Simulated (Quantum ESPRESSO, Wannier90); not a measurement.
BaTiO3 (cubic perovskite), plane waves to Wannier functions

```xyz
5
Lattice="4.0077 0.0000 0.0000 0.0000 4.0077 0.0000 0.0000 0.0000 4.0077" Properties=species:S:1:pos:R:3 pbc="T T T"
Ba     2.0038     2.0038     2.0038
Ti     0.0000     0.0000     0.0000
O      2.0038     0.0000     0.0000
O      0.0000     2.0038     0.0000
O      0.0000     0.0000     2.0038
```

Materials Project entry mp-2998; symmetrised, unrelaxed at this level. COD (Crystallography Open Database) records the formula in this space group. Ideal cubic forms of this type are often high-temperature phases that distort on cooling; symmetry holds the cell here, and its stability was not tested. Computed values, not measurements, from PBEsol: Quantum ESPRESSO (norm-conserving PseudoDojo potentials, cutoff 68 Ry, no spin polarisation, no spin-orbit coupling) on a Γ-centred 6×6×6 mesh, then Wannier90. Density: 8×8×8 mesh, cold smearing 0.01 Ry. Spin-orbit coupling is left out although heavy elements are present.

Functional, cutoff and mesh named above are those of the base row (6×6×6); the first column says what each row takes instead. Model: 14 functions from bands 12-38, start hydrogen-like Ti: d; O: p, centres 0.05 Å off the atoms, frozen window tied to the conduction edge or Fermi level of each row, as listed, which moves Ω_I and hoppings a little by itself. Energies are relative to the valence-band maximum; the misfit is to pw.x on a path, for states up to 2.8 eV relative to the valence-band maximum. Only the mesh of Bloch states changes. The disentangled Ω_I can sit in another minimum from row to row.

```json
[
 {"mesh": "2×2×2", "frozen to (eV)": "3.28", "Ω_I (Å²)": "11.20", "rms misfit (meV)": "76", "k-points (cost)": "8"},
 {"mesh": "3×3×3", "frozen to (eV)": "3.28", "Ω_I (Å²)": "12.78", "rms misfit (meV)": "33", "k-points (cost)": "27"},
 {"mesh": "4×4×4", "frozen to (eV)": "3.28", "Ω_I (Å²)": "13.65", "rms misfit (meV)": "3.0", "k-points (cost)": "64"},
 {"mesh": "5×5×5", "frozen to (eV)": "3.28", "Ω_I (Å²)": "13.84", "rms misfit (meV)": "2.1", "k-points (cost)": "125"},
 {"mesh": "6×6×6", "frozen to (eV)": "3.28", "Ω_I (Å²)": "14.10", "rms misfit (meV)": "0.5", "k-points (cost)": "216"},
 {"mesh": "7×7×7", "frozen to (eV)": "3.28", "Ω_I (Å²)": "14.16", "rms misfit (meV)": "0.4", "k-points (cost)": "343"}
]
```
